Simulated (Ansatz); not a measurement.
Relaxed-ion elastic tensor of Na (hcp (Mg type), space group No. 194) in GPa (Voigt order), DFT-LDA in the program Ansatz with PAW potentials; density 1.14 g/cm³, 33.37 Å³ per atom.

```tsv
	1	2	3	4	5	6
1	14.4	9.0	4.2	0.0	0.0	0.0
2	9.0	14.4	4.2	0.0	0.0	0.0
3	4.2	4.2	18.3	0.0	0.0	0.0
4	0.0	0.0	0.0	2.7	0.0	0.0
5	0.0	0.0	0.0	0.0	2.7	0.0
6	0.0	0.0	0.0	0.0	0.0	2.7
```

**Question.** Is the crystal mechanically stable?

**Answer.** Yes: the smallest eigenvalue of C is 2.7 GPa.

**Question.** Work out the Voigt, Reuss and Hill averages.

**Answer.** K_V = 9.1, K_R = 9.1, K_H = 9.1; G_V = 3.6, G_R = 3.1, G_H = 3.3 GPa.

**Question.** Give Young's modulus, Poisson's ratio, Pugh's ratio and the universal anisotropy index.

**Answer.** E = 9KG/(3K + G) = 8.9 GPa; ν = 0.34; K/G = 2.74 (ductile by the Pugh limit of 1.75); A_U = 5G_V/G_R + K_V/K_R − 6 = 0.86.

**Question.** Estimate the sound speeds and the Debye temperature.

**Answer.** v_l = √((K + 4G/3)/ρ) = 3440 m/s, v_t = √(G/ρ) = 1700 m/s, mean 1910 m/s; Θ = (h/k)(3n/4πV)^(1/3) v_m = 177 K.

**Question.** How much does each axis shrink under pressure?

**Answer.** Linear compressibilities β_i = Σ_j S_ij (j = 1 to 3): x 36, y 36, z 38 per TPa.

Space group P6_3/mmc (hcp (Mg type)). The first step of the workflow began from a Materials Project structure, measured or hypothetical; the Crystallography Open Database files this formula in space group No. 194, but the cells were not matched. It is not the phase usual at ambient conditions (space group No. 229). Symmetry was held in the LDA relaxation; of distortions, only those at the zone centre were tested. As this level gives no gap, shear constants depend on the k-mesh and smearing (Fermi–Dirac, 0.1 eV here).

Potentials: the earlier of the program's two PAW sets.
